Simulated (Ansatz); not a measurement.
Input and command of a plane-wave DFT calculation in Ansatz:

```yaml
crystal:
  lattice:
    - [4.8118478305, 0.0, 0.0]
    - [-2.4059239152, 4.1671824603, 0.0]
    - [0.0, 0.0, 3.8822863178]
  atoms:
    - { symbol: Re, position: [0.5, 0.0, 0.0] }
    - { symbol: Re, position: [0.5, 0.5, 0.0] }
    - { symbol: Re, position: [0.0, 0.5, 0.0] }
    - { symbol: Rh, position: [0.0, 0.0, 0.0] }
    - { symbol: Rh, position: [0.3333333333, 0.6666666667, 0.5] }
    - { symbol: Rh, position: [0.6666666667, 0.3333333333, 0.5] }
basis:
  ecutwfc: 420
kpoints:
  mp_grid: { grid: [6, 6, 4] }
hamiltonian:
  xc: pbe
scf:
  occupations: { method: gaussian, width: 0.1 }
  lower_state_search: "off"
output:
  forces: true
  stress: true
  eigenvalues: true
relax:
  adjacent_minimum: "off"
  f_tol: 0.04
  max_steps: 70
  cell: { stress_tol: 0.4 }
```

```bash
ansatz run input.yaml --threads 1 --pin off --max-ram 2560MiB --backend cpu --events-out ev --progress --plain --runs-dir out
```

Processor: Arm Neoverse V1, 1 thread, on a host shared with other jobs.

Problem. How long does it run, and how much memory does it take?

Solution. About 62 s on 1 thread of Arm Neoverse V1, on a shared host, peak memory 0.42 GiB. It solves 58 bands at 21 k points (the mesh reduced by the symmetry that the task leaves, which can be less than the crystal's) with about 2073 plane waves (on the last cell), in 51 SCF iterations over 9 ionic steps.
